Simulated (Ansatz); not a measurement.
Ansatz input file:

```yaml
crystal:
  lattice:
    - [3.6942062671, 0.0, 0.0]
    - [0.0, 3.6942062671, 0.0]
    - [0.0, 0.0, 3.6942062671]
  atoms:
    - { symbol: Mg, position: [0.0, 0.0, 0.0] }
    - { symbol: Tl, position: [0.5, 0.5, 0.5] }
basis:
  ecutwfc: 420
kpoints:
  mp_grid: { grid: [12, 12, 12] }
hamiltonian:
  xc: pbesol
scf:
  occupations: { method: gaussian, width: 0.1 }
output:
  forces: true
  stress: true
  eigenvalues: true
  write_density: true
  write_potential: true
  elf: true
  volumetric_format: npy
```

Run as
```bash
ansatz run input.yaml --threads 1 --pin off --max-ram 2560MiB --backend cpu --events-out ev --progress --plain --runs-dir out
```

All numbers below come from DFT PBEsol, scalar-relativistic, plane waves, PAW in Ansatz 0.2.0.

Abridged output (final results; tables in files aren't shown):

```
SCF 1 converged in 6 iterations: F = -13207.880202 eV  dr2 = 1.80e-8
SCF converged after 6 iterations
Free energy (F): -13207.880202 eV
Harris-Foulkes:  -13207.880202 eV  (|F-HF|=1.69e-8)
Internal energy: -13207.876961 eV  (E = F + TS)
E sigma→0 (E₀):  -13207.878581 eV
Entropy (-TS):   -0.003241 eV (-1.620 meV/atom)
Fermi energy:    8.574909 eV
--- Per-component energies (eV) ---
  E_band       = -348.558597
  E_kinetic    = 408.764120
  E_local      = -2471.398806  (includes V_loc(G=0)·N_el)
  E_nonlocal   = 415.005689
  E_hartree    = 890.082339
  E_xc         = -257.039987
  E_vxc        = -178.968781  (∫ρ·V_xc dr)
  E_paw        = -10299.522022  (= ΣΔE_a)
  E_vpaw       = -302.129218  (= ΣTr[D̂ρ^β])
  E_aug_tail   = 0.000036  (compensation charges beyond the density's cutoff)
  E_ewald      = -1893.865458
  E_core_change = 0.097127  (= ΣΔE_core)
  E_smearing   = -0.003241  (= −TS)
--- Forces (eV/Å), atoms counted from 1 ---
  atom   1  Mg     0.00000000     0.00000000     0.00000000
  atom   2  Tl     0.00000000     0.00000000     0.00000000
--- Stress (GPa, compression-positive) ---
       -2.015185       0.000000       0.000000
        0.000000      -2.015185       0.000000
        0.000000       0.000000      -2.015185
  P = ⅓ Tr σ = -2.0152 GPa (-20.152 kbar)
--- Band table (eV; the first three rows and the last of 84) ---
  k-point 0: bands = ["-67.7118", "-34.6517", "-34.6517", "-34.6517", "-3.0737", "-3.0737", "-2.7656", "-2.7656", "-2.7656", "-0.7130", "10.9560", "10.9560", "10.9560", "11.6252", "13.7669", "13.7669"]
  k-point 1: bands = ["-67.7118", "-34.6519", "-34.6517", "-34.6517", "-3.0717", "-3.0560", "-2.7733", "-2.7733", "-2.7648", "-0.6355", "9.7692", "11.0446", "11.0446", "12.2130", "13.8061", "14.5489"]
  k-point 2: bands = ["-67.7118", "-34.6524", "-34.6517", "-34.6517", "-3.0663", "-3.0091", "-2.7943", "-2.7943", "-2.7625", "-0.4024", "8.2159", "11.3051", "11.3051", "12.5852", "13.9204", "16.2788"]
  k-point 83: bands = ["-67.7115", "-34.6540", "-34.6540", "-34.6540", "-3.0306", "-3.0306", "-3.0306", "-2.5864", "-2.5864", "4.8083", "8.3841", "8.3841", "8.3841", "10.5977", "10.5977", "10.5977"]
```

The calculation finished and met its thresholds.

It took 5 s on 1 thread of Arm Neoverse V1, with other jobs on the host, peak memory 0.34 GiB.

Spin–orbit coupling is left out, which can shift energies with elements as heavy as these.